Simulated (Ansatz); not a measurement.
**Surface calculation: hcp Ru (0001), 6 layers**

The slab is cut from the hcp crystal, the stable phase, as relaxed on PAW files (13.77 Å³/atom), with 16 Å of vacuum and a dipole correction:

```
Ru
1.0
     2.72074    0.00000    0.00000
    -1.36037    2.35623    0.00000
     0.00000    0.00000   26.74010
Ru
6
Direct
  0.83333 0.16667 0.29918
  0.16667 0.83333 0.37951
  0.83333 0.16667 0.45984
  0.16667 0.83333 0.54016
  0.83333 0.16667 0.62049
  0.16667 0.83333 0.70082
```

Computed with Ansatz 0.2.0; functional PBE, scalar-relativistic. Settings: a Γ-centred 14×14×1 k mesh, Fermi–Dirac smearing of 0.08 eV, no spin polarisation. Methods: LAPW: all electrons, basis error target 1 meV/atom; PAW: frozen-core files, cutoff 420 eV.

The bulk energy comes from a cell in the slab's orientation on a 14×14×8 mesh. The surface energy is (E(slab) − N·E(bulk))/2A at zero smearing, the mean of both faces; thin slabs carry quantum-size effects.

As cut, the LAPW slab lies 2.162 eV above 6 atoms of bulk. What surface energy is that?

Over two faces of 6.41 Å² it is 168.6 meV/Å², and times 16.02 J/m² per eV/Å² that gives γ = 2.702 J/m².

```json
{"method": "LAPW", "γ as cut (J/m²)": "2.702", "γ relaxed (J/m²)": "?", "Φ as cut (eV)": "5.06", "Φ relaxed (eV)": "5.00"}
```

What belongs in the row "LAPW", column "γ relaxed (J/m²)"?

2.600.

How do the spacings between the planes relax?

From the bottom face up: d12 -4.1 % of 2.148 Å, d23 0.0 % of 2.148 Å, d34 +1.1 % of 2.148 Å, d45 0.0 % of 2.148 Å, d56 -4.1 % of 2.148 Å.

What changes if relativity is switched off, at the same positions?

LAPW then gives: no gap, work function 4.86 eV.

A 3d core hole is made on one atom of each kind in every 1×1 cell (PAW hole dataset, neutral cell, valence without spin). What does it cost by layer?

layer 1 279.04 eV, layer 2 279.60 eV, layer 3 279.38 eV. Shifts between layers mean more than the absolute values, and a whole layer of holes screens otherwise than one hole.
